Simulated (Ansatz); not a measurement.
Consider the following.

Relaxed Cd (hcp, Mg type):

```yaml
crystal:
  lattice:
    - [2.96202, 0.00000, 0.00000]
    - [-1.48101, 2.56519, 0.00000]
    - [0.00000, 0.00000, 5.79795]
  atoms:
    - { symbol: Cd, position: [0.33333, 0.66667, 0.75000] }
    - { symbol: Cd, position: [0.66667, 0.33333, 0.25000] }
```

In each cell atom 2 (Cd, nearest neighbour Cd at 2.962 Å; its periodic images, 3.0 Å or more away, move with it) moves by s·(-0.500, -0.866, 0.000) (along a lattice vector), the rest being held.

Level of theory: r2SCAN (plane waves to 500 eV, PAW, scalar-relativistic; Ansatz, an electronic-structure program). k mesh 14×14×7 (Γ-centred), Fermi-Dirac smearing 0.05 eV. E stands for the smeared free energy. With partly filled bands, energies and forces of such displacements shift with the k mesh and the smearing. On this mesh the relaxed cell isn't quite at rest: it carries a pressure of 0.2 GPa (compression positive) at the zero of the scan. Cd was relaxed with its symmetry unable to fall. ΔE is measured from the undisplaced structure.

The scan covers s from -0.590 to 0.590 Å in 11 points.

Q: Is the energy the same for equal positive and negative displacements?

A: Even: the same for both signs. With its periodic images moving along, the atom's site symmetry in this cell is -6m2.

Q: What force acts on the atom along the line at s = -0.590 Å?

A: 0.110 eV/Å.

Q: What is the energy change at s = 0.590 Å?

A: 39.0 meV/cell.

Q: What is the force constant k = d²E/ds² of this move at s = 0?

A: 0.26 eV/Å².

(A displaced cell: forces are minus the slopes of the energy, force constants its curvatures, and phonons follow from these.)
